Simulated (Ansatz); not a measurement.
BeS:
```cif
data_Be4S4
_chemical_formula_sum 'Be4 S4'
_space_group_name_H-M_alt 'Pnma'
_space_group_IT_number 62
_space_group_name_Hall '-P 2ac 2n'
_cell_length_a 5.80959
_cell_length_b 3.44433
_cell_length_c 5.90794
_cell_angle_alpha 90.000
_cell_angle_beta 90.000
_cell_angle_gamma 90.000
loop_
_atom_site_label
_atom_site_type_symbol
_atom_site_symmetry_multiplicity
_atom_site_Wyckoff_symbol
_atom_site_fract_x
_atom_site_fract_y
_atom_site_fract_z
_atom_site_occupancy
Be1 Be 4 c 0.14377 0.25000 0.40402 1
S1 S 4 c 0.27814 0.25000 0.08202 1
```

Relaxed with LDA.

**Question.** Decompose the optical modes at the zone centre into irreducible representations, and say which are infrared and Raman allowed.

**Answer.** Point group mmm: Γ_opt = 4Ag + 2Au + 2B1g + 3B1u + 4B2g + B2u + 2B3g + 3B3u. Infrared: B1u, B2u, B3u. Raman: Ag, B1g, B2g, B3g.

**Question.** Assign frequencies (DFPT, the program Ansatz at the LDA level (PAW); without the LO–TO term).

**Answer.** Ag 121, Au 156, B3g 162, B1u 195, B1g 213, B2g 213, Ag 247, B3u 314, B2g 397, Ag 434, B2g 449, B3u 493, B1u 550, Au 554, B1g 558, B3u 596, B2u 599, B3g 604, Ag 619, B1u 631, B2g 656 cm⁻¹.

Subscripts of B labels follow the axes of the standard setting.

The start of the workflow was typed in or built on a structure type; neither database checked (COD, Materials Project) lists it. COD files the formula under space group No. 216. Whether it is the stable phase at ambient conditions was not checked. Symmetry was held in the LDA relaxation; its stability against distortions is not shown here. The volume moved by 19 % from the start of the relaxation.

Potentials: the earlier of the program's two PAW sets. The files were generated under PBE; for other functionals the program regenerates the frozen cores, and for LDA and PBEsol the local potential too.
